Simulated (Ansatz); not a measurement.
KTaO$_{3}$:
```yaml
crystal:
  lattice:
    - [4.02437, 0.00000, 0.00000]
    - [0.00000, 4.02437, 0.00000]
    - [0.00000, 0.00000, 4.02437]
  atoms:
    - { symbol: K, position: [0.00000, 0.00000, 0.00000] }
    - { symbol: Ta, position: [0.50000, 0.50000, 0.50000] }
    - { symbol: O, position: [0.00000, 0.50000, 0.50000] }
    - { symbol: O, position: [0.50000, 0.50000, 0.00000] }
    - { symbol: O, position: [0.50000, 0.00000, 0.50000] }
```

Relaxed with PBE. Special points in fractions of this cell's reciprocal vectors: Γ (0.000, 0.000, 0.000); X (0.000, 0.500, 0.000); M (0.500, 0.500, 0.000); R (0.500, 0.500, 0.500).

Q: List the band energies nearest the valence-band maximum at these points for PBE in the plane-wave PAW code Ansatz.

A: In eV from the valence-band maximum; about four levels below and three above (degenerate sets whole), none deeper than 8.9 eV; points with the same levels are listed once.

```tsv
k	below	above
Γ	-1.01 -1.01 -1.01 -0.62 -0.62 -0.62	2.16 2.16 2.16
X	-2.06 -1.44 -0.83 -0.83	2.31 4.88 4.88
M	-1.68 -1.39 -1.39 -0.04	4.91 4.91 6.15
R	-3.80 -3.80 -3.80 0.00 0.00 0.00	6.27 6.27 6.27
```

Space group Pm-3m (cubic perovskite). The PBE relaxation kept the symmetry of its start. The run is not spin-polarised. Scalar-relativistic: spin–orbit coupling is off unless named, which matters more the heavier the elements.

Potentials: the later of the program's two PAW sets.
